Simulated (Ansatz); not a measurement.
LaH$_{3}$:
```
CELL_PARAMETERS angstrom
      0.00000     2.78648     2.78648
      2.78648     0.00000     2.78648
      2.78648     2.78648     0.00000
ATOMIC_POSITIONS crystal
  La 0.00000 0.00000 0.00000
  H  0.50000 0.50000 0.50000
  H  0.75000 0.75000 0.75000
  H  0.25000 0.25000 0.25000
```

Relaxed with r²SCAN.

### Question
Map the electron localisation function on the plane through (0.000, 0.000, 0.000) spanned by u = [1, 0, 0] and v = [-1, 1, 1] in lattice vectors, from r²SCAN in the plane-wave PAW code Ansatz.

### Answer
x is the fraction of u, y of v (the angle between them is 90°; rows are the nearest grid lines); atoms in the plane: La at (0.00, 0.00), H at (0.00, 0.50), H at (0.50, 0.75), H at (0.50, 0.25).
```
y \ x   0.000  0.100  0.200  0.250  0.350  0.450  0.550  0.650  0.750  0.800  0.900   1.00
------  -----  -----  -----  -----  -----  -----  -----  -----  -----  -----  -----  -----
1.00    0.001  0.321  0.840  0.789  0.131  0.044  0.044  0.131  0.789  0.840  0.321  0.001
0.929   0.342  0.703  0.850  0.718  0.119  0.265  0.266  0.119  0.716  0.849  0.703  0.342
0.857   0.861  0.846  0.618  0.298  0.388  0.955  0.957  0.391  0.301  0.615  0.846  0.861
0.786   0.514  0.349  0.119  0.169  0.927  0.999  0.999  0.930  0.170  0.117  0.351  0.514
0.679   0.310  0.219  0.131  0.242  0.907  0.996  0.996  0.905  0.241  0.131  0.219  0.310
0.607   0.982  0.923  0.379  0.182  0.368  0.774  0.774  0.367  0.183  0.378  0.923  0.982
0.536    1.00  0.997  0.807  0.397  0.085  0.087  0.087  0.085  0.397  0.807  0.997   1.00
0.464    1.00  0.997  0.807  0.397  0.085  0.087  0.087  0.085  0.397  0.807  0.997   1.00
0.393   0.982  0.923  0.378  0.183  0.367  0.774  0.774  0.368  0.182  0.379  0.923  0.982
0.321   0.310  0.219  0.131  0.241  0.905  0.996  0.996  0.907  0.242  0.131  0.219  0.310
0.214   0.514  0.351  0.117  0.170  0.930  0.999  0.999  0.927  0.169  0.119  0.349  0.514
0.143   0.861  0.846  0.615  0.301  0.391  0.957  0.955  0.388  0.298  0.618  0.846  0.861
0.0714  0.342  0.703  0.849  0.716  0.119  0.266  0.265  0.119  0.718  0.850  0.703  0.342
0.000   0.001  0.321  0.840  0.789  0.131  0.044  0.044  0.131  0.789  0.840  0.321  0.001
```

The density is the valence pseudo-density with augmentation charge, so density and ELF within about 1 Å of a nucleus are not all-electron values.

Space group Fm-3m. The workflow started from a Materials Project entry (that database holds measured and hypothetical structures alike); the Crystallography Open Database copy checked does not list it. Its standing as an ambient phase is unchecked. The cell was relaxed with r²SCAN under the symmetry of its start. At this level the phase is dynamically unstable (imaginary phonons). Scalar-relativistic: spin–orbit coupling is off unless named, which matters more the heavier the elements.

Potentials: the later of the program's two PAW sets.
